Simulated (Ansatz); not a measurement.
AlN in space group P4_2/mmc (No. 131; Al on 2c, N on 2e) at seven volumes, plane-wave PAW PBE (Ansatz code), shape and atoms relaxed at each. One row is withheld.

| V (Å³/atom) | P (GPa) |
|---|---|
| 10.167 | 18.10 |
| 10.502 | ? |
| 10.838 | 5.13 |
| 11.173 | 0.00 |
| 11.508 | -4.41 |
| 11.843 | -8.26 |
| 12.178 | -11.57 |

### Question
Fit the shown pressures and predict the withheld one.

### Answer
Third-order Birch–Murnaghan: P = (3/2)B₀(x^(7/2) − x^(5/2))[1 + (3/4)(B′ − 4)(x − 1)] with x = (V₀/V)^(2/3). Least squares on the six rows gives V₀ = 11.173 Å³/atom, B₀ = 159.1 GPa, B′ = 3.95. At V = 10.502, x = 1.0422 and P = 11.14 GPa. The run itself gave 11.13 GPa.

The cell is a constructed one: a structure type filled with these elements; neither database checked (COD, Materials Project) lists it. It is not the phase usual at ambient conditions (space group No. 186, 216). The PBE relaxation kept the symmetry of its start; whether a distortion lowers the energy is not shown.

Potentials: the later of the program's two PAW sets.
